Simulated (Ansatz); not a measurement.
Relaxed-ion elastic tensor of CaSn2O2 in space group P-4m2 (No. 115; Sn on 2g, O on 1b, O on 1a, Ca on 1d) in GPa (Voigt order), plane-wave PAW PBE+D3(BJ) (Ansatz code); density 4.67 g/cm³, 22.02 Å³ per atom.

```tsv
	1	2	3	4	5	6
1	57.8	58.5	9.0	0.0	0.0	0.0
2	58.5	57.8	9.0	0.0	0.0	0.0
3	9.0	9.0	53.9	0.0	0.0	0.0
4	0.0	0.0	0.0	-8.6	0.0	0.0
5	0.0	0.0	0.0	0.0	-8.6	0.0
6	0.0	0.0	0.0	0.0	0.0	43.2
```

Problem. Is the crystal mechanically stable?

Solution. No: the smallest eigenvalue of C is -8.6 GPa.

A made-up cell: these elements were put on the sites of a structure type; neither database checked (COD, Materials Project) lists it. Whether it is the stable phase at ambient conditions was not checked. Symmetry was held in the PBE+D3(BJ) relaxation. At this level the phase is mechanically unstable. As this level gives no gap, shear constants depend on the k-mesh and smearing (Fermi–Dirac, 0.1 eV here). Spin–orbit coupling is left out wherever it is not named.

Potentials: the later of the program's two PAW sets.
